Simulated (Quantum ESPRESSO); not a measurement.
```
ZnS
1.0
    3.80580     0.00000     0.00000
   -1.90290     3.29592     0.00000
    0.00000     0.00000     6.23798
Zn S
2 2
Direct
  0.33333   0.66667   0.00014
  0.66667   0.33333   0.50014
  0.33333   0.66667   0.38127
  0.66667   0.33333   0.88127
```
The cell was made here from a computed Materials Project entry: S3 and its equivalents moved by 0.04 Å along (0.00, 0.00, 1.00), space group kept. The parent is ZnS in P6₃mc. Stability against distortions was not tested.

A lattice sum over point charges, one formal value an element (Zn +2, S -2), with no Sternheimer factor, costs far less than a self-consistent run. Taken along the main axis of each site's self-consistent tensor, it gives:

```csv
site,"V along that axis, point charges (a.u.)"
"Zn (atoms 1, 2)",0.003
"S (atoms 3, 4)",-0.003
```

How do the values of the PAW reconstruction of the field gradient on a scalar-relativistic PBE ground state (a modified build of Quantum ESPRESSO, JTH datasets) compare?


```tsv
site	Vzz, PAW (a.u.)	PAW over point charges
Zn	0.129	39
S	-0.022	6.6
```
  Cores are frozen. Against all-electron runs on small test molecules, this scheme's |Vzz| missed by +4 % on Zn, −3 % on S.
